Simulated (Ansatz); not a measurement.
In$_{3}$Ru in space group P4_2/mnm (No. 136; In on 8j, In on 4c, Ru on 4f), plane-wave PAW r²SCAN (Ansatz code). The conduction-band minimum lies on the Γ–Z line, 78 % of the way from Γ, with 2 equivalent valleys. Second derivatives d²E/dk² of the lowest band at one valley (eV·Å²), along Cartesian directions:

```json
[
 {"direction": "[100]", "d²E/dk²": "8.183"},
 {"direction": "[010]", "d²E/dk²": "8.183"},
 {"direction": "[001]", "d²E/dk²": "14.63"},
 {"direction": "[110]", "d²E/dk²": "8.177"},
 {"direction": "[101]", "d²E/dk²": "11.40"},
 {"direction": "[011]", "d²E/dk²": "11.40"}
]
```

Question: Find the principal effective masses, the density-of-states mass and the conductivity mass.

Answer: Off-diagonal terms follow from H_xy = H[110] − (H_xx + H_yy)/2, and m*/mₑ = 7.620 eV·Å² over each eigenvalue: 0.52, 0.93, 0.93. One valley's DOS mass (m₁m₂m₃)^(1/3) = 0.77, conductivity mass 3/(Σ 1/mᵢ) = 0.74 mₑ.

Question: What effective density of states Nc follows at 300 K for parabolic valleys?

Answer: Nc = 2.509e19 × 2 × (0.77)^(3/2) ≈ 3.4e19 cm⁻³.

The first step of the workflow began from a Materials Project structure, measured or hypothetical; the Crystallography Open Database copy checked does not list it. Whether it is the stable phase at ambient conditions was not checked. The cell was relaxed with r²SCAN under the symmetry of its start; whether a distortion lowers the energy is not shown. No spin polarisation was allowed. Scalar-relativistic: spin–orbit coupling is off unless named, which matters more the heavier the elements.

Potentials: the later of the program's two PAW sets.

Edges and masses are those of Kohn–Sham bands, whose gap is no quasiparticle gap.
